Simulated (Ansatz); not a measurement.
## 4 guesses for RbHoBr₄ and where they end

All numbers below come from DFT PBE, scalar-relativistic, plane waves, PAW, and for the lanthanide a 4f-in-core norm-conserving potential, in Ansatz. Settings: cutoff 690 eV, Γ-centred meshes spaced at most about 0.3 Å⁻¹ (2π included), Gaussian smearing. No spin polarisation in the final relaxations.

Each guess was relaxed in cell and atoms at zero pressure, within the symmetry of its start. All energies are static (0 K, no zero-point motion). Coordination counts Br atoms around Ho and Rb (those within 1.25 times the shortest such distance or 1.15 times the sum of covalent radii, 1.27 where that leaves under three; a plus sign parts nearer from farther groups; the shortest distance is added where it exceeds 1.18 times the sum of covalent radii).

```csv
guess,made from,start group,V start (Å³/atom),end group,V end (Å³/atom),coordination at the end,gap on mesh (eV),E over the lowest end (meV/atom)
1,ZrTiB4 type,P6/mmm,31.0,P6/mmm,32.4,"Rb 12, Ho 12",0.12,780
2,CePrO4 type,P4/mmm,30.9,?,?,?,?,?
3,RbAlF4 type,P4/mmm,27.6,P4/mmm,46.2,"Rb 8+8 from 4.3 Å, Ho 6",3.25,0
4,random cell,P6/mmm,36.1,P6/mmm,48.7,"Rb 2, Ho 2+6",0.85,232
```

Guess 2 as it starts:

```
CELL_PARAMETERS angstrom
5.05059 0.00000 0.00000
0.00000 5.05059 0.00000
0.00000 0.00000 7.25769
ATOMIC_POSITIONS crystal
Rb 0.50000 0.50000 0.50000
Ho 0.00000 0.00000 0.00000
Br 0.50000 0.00000 0.76315
Br 0.00000 0.50000 0.23685
Br 0.50000 0.00000 0.23685
Br 0.00000 0.50000 0.76315
```

Task: Fill in the missing row: what does this guess relax into, and where does it rank?

Result: It ends in space group P4/mmm (No. 123), with a = 5.012 Å, c = 8.218 Å, 34.4 Å³/atom and a gap of 2.35 eV. It lies 43 meV/atom over the lowest end, above guess 3 and below guess 4. Counting Br atoms around Ho and Rb, this end has Rb 8, Ho 8 and the lowest (guess 3) has Rb 8+8 from 4.3 Å, Ho 6.

```
CELL_PARAMETERS angstrom
5.01189 0.00000 0.00000
0.00000 5.01189 0.00000
0.00000 0.00000 8.21787
ATOMIC_POSITIONS crystal
Rb 0.50000 0.50000 0.50000
Ho 0.00000 0.00000 0.00000
Br 0.50000 0.00000 0.79536
Br 0.00000 0.50000 0.20464
Br 0.50000 0.00000 0.20464
Br 0.00000 0.50000 0.79536
```

Energies over the elements count from the elements' standard structures at the same level, with no fitted energy shifts. The references include crystalline Br.

Task: Is the lowest end bound against the elements?

Result: Yes: its formation energy is −1.762 eV/atom. Whether it is stable depends on the other phases of the system, which aren't compared here.

Kohn–Sham gaps at this level usually fall short of measured ones. The reference form of Br is held partly by dispersion forces, which this level lacks. Cells relaxed within their symmetry can be saddle points. A lower structure may well exist outside this small set. Some candidate types were left out of the draw beforehand, so a known form may be missing.

The lanthanide is trivalent by construction, without f bands, f moments or other valences. The reference runs of the other elements, and any phases without the lanthanide, used 420 eV, which shifts energies against them by under 10 meV/atom. The lanthanide's reference is the lowest of its hcp, dhcp and fcc cells.
